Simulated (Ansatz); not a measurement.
The elements of this relaxed trial crystal are hidden behind letters.

```
lattice vectors (Å)
   2.4356    1.4062    4.4147
  -2.4356    1.4062    4.4147
   0.0000   -2.8124    4.4147
fractional positions
X 0.8520 0.8520 0.8520
X 0.6465 0.6465 0.6465
X 0.1510 0.1510 0.1510
Z 0.3586 0.3586 0.3586
Q 0.0419 0.4429 0.7657
Q 0.7657 0.0419 0.4429
Q 0.4429 0.7657 0.0419
Q 0.9336 0.5564 0.2514
Q 0.2514 0.9336 0.5564
Q 0.5564 0.2514 0.9336
```

Computed with DFT PBE, scalar-relativistic, plane waves, PAW (Ansatz 0.2.0). Plane waves to 420 eV, a 6×6×6 mesh through Γ for the 10-atom cell and 0.02 eV Gaussian smearing; no spin polarisation.

```
Space group                               : R3 (No. 146)
Conventional cell                         : a = 4.871 Å, c = 13.244 Å
Volume per atom                           : 9.07 Å³
Density                                   : 4.51 g/cm³
Formation energy                          : −2.676 eV/atom
Gap on the 6×6×6 mesh of the 10-atom cell : 4.56 eV
```

Energies are uncorrected and count from the elements' standard states at the same level.

Task: X is a p-block element of period 3, Z is a p-block element of period 4 and Q is a p-block element of period 2. Which elements are they?

Result: X = Al, Z = Ga, Q = O, so the formula is Al3GaO6. Density times volume gives a mean mass of 4.51 × 9.07/1.6605 = 24.6 u per atom, and this set has 24.7 u. Al on its first site has 6 O at 1.88–1.99 Å; Ga has 3 O at 1.93 Å and 3 O at 2.12 Å; around O on its first site lie 3 Al at 1.88–2.00 Å and 1 Ga at 1.93 Å; 3 more sites not described. Other sets within the hints have nearly the same mass, so mass alone doesn't settle it; this one was computed.

Kohn–Sham gaps at this level usually fall short of measured ones. A later test with randomly moved atoms came back to the same energy, though modes that don't fit the test's cell weren't probed.
